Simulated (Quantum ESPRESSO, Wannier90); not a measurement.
## AlN (wurtzite): Wannier90 run

Cell from Materials Project (mp-661), symmetrised, no further relaxation. COD (Crystallography Open Database) has an entry of this formula and space group (matched by these alone). Method: PBEsol plane waves in Quantum ESPRESSO 7.5 (PseudoDojo norm-conserving files, 68 Ry, no spin polarisation, no spin-orbit coupling), Bloch states on a 12×12×6 mesh through Γ, Wannier90 4.0.1. Density: 12×12×6 mesh, cold smearing 0.01 Ry.

On the energy scale of pw.x, whose zero is arbitrary, the valence-band maximum lies at 6.85 eV.

Input w.win:

```
num_bands = 8
num_wann = 8
exclude_bands = 9-26
num_iter = 1000
conv_tol = 1.0e-6
conv_window = 4
write_hr = true
write_u_matrices = true
begin projections
N: sp3
end projections
begin unit_cell_cart
ang
    3.1285898190    0.0000000000    0.0000000000
   -1.5642949095    2.7094382613    0.0000000000
    0.0000000000    0.0000000000    5.0169600000
end unit_cell_cart
begin atoms_frac
Al  -0.3333333333  0.3333333333  0.4992900000
Al   0.3333333333 -0.3333333333 -0.0007100000
N   -0.3333333333  0.3333333333 -0.1192900000
N    0.3333333333 -0.3333333333  0.3807100000
end atoms_frac
mp_grid = 12 12 6
begin kpoints
0.0000000000 0.0000000000 0.0000000000
0.0000000000 0.0000000000 0.1666666667
0.0000000000 0.0000000000 0.3333333333
... (861 more lines: the 12x12x6 mesh through Gamma)
end kpoints
```

Input of pw2wannier90.x that gives the overlap and projection files (equivalent; here they were cut from one run over all bands):

```
&inputpp
  outdir = './out'
  prefix = 'pwscf'
  seedname = 'w'
  write_amn = .true.
  write_mmn = .true.
/
```

Output w.wout (banner and timings cut):

```
                                    ------
                                    SYSTEM
                                    ------

                              Lattice Vectors (Ang)
                    a_1     3.128590   0.000000   0.000000
                    a_2    -1.564295   2.709438   0.000000
                    a_3     0.000000   0.000000   5.016960

                   Unit Cell Volume:      42.52737  (Ang^3)

                        Reciprocal-Space Vectors (Ang^-1)
                    b_1     2.008312   1.159500  -0.000000
                    b_2     0.000000   2.318999   0.000000
                    b_3     0.000000  -0.000000   1.252389

 *----------------------------------------------------------------------------*
 |   Site       Fractional Coordinate          Cartesian Coordinate (Ang)     |
 +----------------------------------------------------------------------------+
 | al   1  -0.33333   0.33333   0.49929   |   -1.56429   0.90315   2.50492    |
 | al   2   0.33333  -0.33333  -0.00071   |    1.56429  -0.90315  -0.00356    |
 | n    1  -0.33333   0.33333  -0.11929   |   -1.56429   0.90315  -0.59847    |
 | n    2   0.33333  -0.33333   0.38071   |    1.56429  -0.90315   1.91001    |
 *----------------------------------------------------------------------------*
                                ------------
                                K-POINT GRID
                                ------------

             Grid size = 12 x 12 x  6      Total points =  864

 *---------------------------------- MAIN ------------------------------------*
 |  Number of Wannier Functions               :                 8             |
 |  Number of Objective Wannier Functions     :                 8             |
 |  Number of input Bloch states              :                 8             |
 |  Output verbosity (1=low, 5=high)          :                 1             |
 |  Timing Level (1=low, 5=high)              :                 1             |
 |  Optimisation (0=memory, 3=speed)          :                 3             |
 |  Length Unit                               :               Ang             |
 |  Post-processing setup (write *.nnkp)      :                 F             |
 |  Using Gamma-only branch of algorithms     :                 F             |
 *----------------------------------------------------------------------------*
 *------------------------------- WANNIERISE ---------------------------------*
 |  Total number of iterations                :              1000             |
 |  Number of CG steps before reset           :                 5             |
 |  Trial step length for line search         :             2.000             |
 |  Convergence tolerence                     :         0.100E-05             |
 |  Convergence window                        :                 4             |
 |  Iterations between writing output         :                 1             |
 |  Iterations between backing up to disk     :               100             |
 |  Write r^2_nm to file                      :                 F             |
 |  Write xyz WF centres to file              :                 F             |
 |  Write on-site energies <0n|H|0n> to file  :                 F             |
 |  Use guiding centre to control phases      :                 F             |
 |  Use phases for initial projections        :                 F             |
 *----------------------------------------------------------------------------*
 *-------------------------------- PLOTTING ----------------------------------*
 |  Plotting Hamiltonian in WF basis          :                 T             |
 *----------------------------------------------------------------------------*

       ... (k-mesh section left out)

 Starting a new Wannier90 calculation ...

 Reading overlaps from w.mmn

 Reading projections from w.amn

 *------------------------------- WANNIERISE ---------------------------------*
 +--------------------------------------------------------------------+<-- CONV
 | Iter  Delta Spread     RMS Gradient      Spread (Ang^2)            |<-- CONV
 +--------------------------------------------------------------------+<-- CONV

 ------------------------------------------------------------------------------
 Initial State
  WF centre and spread    1  ( -1.295317,  1.158036, -0.354477 )     0.98142174
  WF centre and spread    2  ( -1.349691,  0.674432, -0.837027 )     1.01666095
  WF centre and spread    3  ( -1.807133,  1.131876, -0.837041 )     1.00393669
  WF centre and spread    4  ( -1.805100,  0.648250, -0.354477 )     0.99562852
  WF centre and spread    5  (  1.805100, -0.648250,  2.154003 )     0.99562852
  WF centre and spread    6  (  1.807133, -1.131876,  1.671439 )     1.00393669
  WF centre and spread    7  (  1.349691, -0.674432,  1.671453 )     1.01666095
  WF centre and spread    8  (  1.295317, -1.158036,  2.154003 )     0.98142174
  Sum of centres and spreads ( -0.000000,  0.000000,  5.267876 )     7.99529579

      0     0.800E+01     0.0000000000        7.9952958072  <-- CONV
        O_D=      0.0058802 O_OD=      1.4989373 O_TOT=      7.9952958 <-- SPRD
 ------------------------------------------------------------------------------
      1    -0.177E-01     0.0336090280        7.9775852737  <-- CONV
        O_D=      0.0032710 O_OD=      1.4838359 O_TOT=      7.9775853 <-- SPRD
      2    -0.394E-02     0.0320616249        7.9736409477  <-- CONV
        O_D=      0.0024496 O_OD=      1.4807131 O_TOT=      7.9736409 <-- SPRD
      3    -0.123E-02     0.0206048756        7.9724136460  <-- CONV
        O_D=      0.0021470 O_OD=      1.4797884 O_TOT=      7.9724136 <-- SPRD
      4    -0.470E-03     0.0138318378        7.9719440955  <-- CONV
        O_D=      0.0020550 O_OD=      1.4794108 O_TOT=      7.9719441 <-- SPRD
      5    -0.213E-03     0.0089701664        7.9717310011  <-- CONV
        O_D=      0.0020344 O_OD=      1.4792183 O_TOT=      7.9717310 <-- SPRD
       ... (lines left out)
    100    -0.304E-03     0.0101174545        7.9416649410  <-- CONV
        O_D=      0.0020620 O_OD=      1.4491246 O_TOT=      7.9416649 <-- SPRD
       ... (lines left out)
    200    -0.403E-03     0.0096357282        7.8869565981  <-- CONV
        O_D=      0.0021528 O_OD=      1.3943255 O_TOT=      7.8869566 <-- SPRD
       ... (lines left out)
    300    -0.135E-02     0.0183552623        7.8093177473  <-- CONV
        O_D=      0.0024821 O_OD=      1.3163574 O_TOT=      7.8093177 <-- SPRD
       ... (lines left out)
    400    -0.190E-03     0.0079829243        7.7639781894  <-- CONV
        O_D=      0.0022516 O_OD=      1.2712483 O_TOT=      7.7639782 <-- SPRD
       ... (lines left out)
    500    -0.373E-04     0.0029398948        7.7500705638  <-- CONV
        O_D=      0.0022512 O_OD=      1.2573411 O_TOT=      7.7500706 <-- SPRD
       ... (lines left out)
    600    -0.319E-04     0.0028386313        7.7464730160  <-- CONV
        O_D=      0.0022580 O_OD=      1.2537368 O_TOT=      7.7464730 <-- SPRD
       ... (lines left out)
    700    -0.278E-05     0.0009414659        7.7456364529  <-- CONV
        O_D=      0.0022505 O_OD=      1.2529076 O_TOT=      7.7456365 <-- SPRD
       ... (lines left out)
    783    -0.848E-06     0.0005000352        7.7454767433  <-- CONV
        O_D=      0.0022504 O_OD=      1.2527481 O_TOT=      7.7454767 <-- SPRD
    784    -0.610E-06     0.0004700313        7.7454761333  <-- CONV
        O_D=      0.0022503 O_OD=      1.2527475 O_TOT=      7.7454761 <-- SPRD
    785    -0.751E-06     0.0004716811        7.7454753819  <-- CONV
        O_D=      0.0022503 O_OD=      1.2527468 O_TOT=      7.7454754 <-- SPRD
             <<<     Delta < 1.000E-06  over  4 iterations     >>>
             <<< Wannierisation convergence criteria satisfied >>>
 Final State
  WF centre and spread    1  ( -1.194864,  1.115801, -0.443936 )     0.96459954
  WF centre and spread    2  ( -1.561273,  0.899998, -1.050189 )     0.97896256
  WF centre and spread    3  ( -1.933650,  1.119225, -0.449009 )     0.96450287
  WF centre and spread    4  ( -1.567413,  0.477582, -0.441964 )     0.96467271
  WF centre and spread    5  (  1.567413, -0.477582,  2.066516 )     0.96467271
  WF centre and spread    6  (  1.933650, -1.119225,  2.059471 )     0.96450287
  WF centre and spread    7  (  1.561273, -0.899998,  1.458291 )     0.97896256
  WF centre and spread    8  (  1.194864, -1.115801,  2.064544 )     0.96459954
  Sum of centres and spreads ( -0.000000,  0.000000,  5.263725 )     7.74547537

         Spreads (Ang^2)       Omega I      =     6.490478293
        ================       Omega D      =     0.002250275
                               Omega OD     =     1.252746814
    Final Spread (Ang^2)       Omega Total  =     7.745475382
```
